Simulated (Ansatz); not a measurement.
PbS:
```yaml
crystal:
  lattice:
    - [4.21584, 0.00000, 0.00000]
    - [0.00000, 4.21584, 0.00000]
    - [0.00000, 0.00000, 32.00000]
  atoms:
    - { symbol: Pb, position: [0.50000, 0.00000, 0.45503] }
    - { symbol: S, position: [0.00000, 0.50000, 0.46193] }
    - { symbol: Pb, position: [0.00000, 0.50000, 0.54497] }
    - { symbol: S, position: [0.50000, 0.00000, 0.53807] }
```
The layer is periodic in x and y and isolated along z.

In-plane strain on the r²SCAN+D4-relaxed layer, atoms relaxed; r²SCAN+D4 in the plane-wave PAW code Ansatz. Strained cells keep their symmetry and size, so buckling under compression is not allowed; words on stability below refer to the unstrained layer.

| strain x / y (%) | ΔE (meV/atom) | tension xx (N/m) | tension yy (N/m) | thickness (Å) |
|---|---|---|---|---|
| -4 / -4 | 29.4 | -2.82 | -2.82 | 3.11 |
| -2 / -2 | 6.7 | -1.35 | -1.35 | 2.96 |
| -1 / 0 | 0.5 | -0.38 | -0.13 | 2.89 |
| 0 / 0 | 0.0 | 0.01 | 0.01 | 2.88 |
| 1 / 0 | 0.5 | 0.36 | 0.11 | 2.87 |
| 2 / 2 | 6.8 | 1.41 | 1.41 | 2.80 |
| 4 / 4 | 30.9 | 2.68 | 2.68 | 2.74 |

Space group P4/nmm (square). The layer was cut from a bulk entry of the Materials Project (measured or hypothetical); whether that bulk phase is the ambient one, and whether the layer has been isolated, was not checked. The r²SCAN+D4 relaxation kept the symmetry of its start; its stability against distortions is not shown here. Scalar-relativistic: spin–orbit coupling is off unless named, which matters more the heavier the elements.

Potentials: the later of the program's two PAW sets.
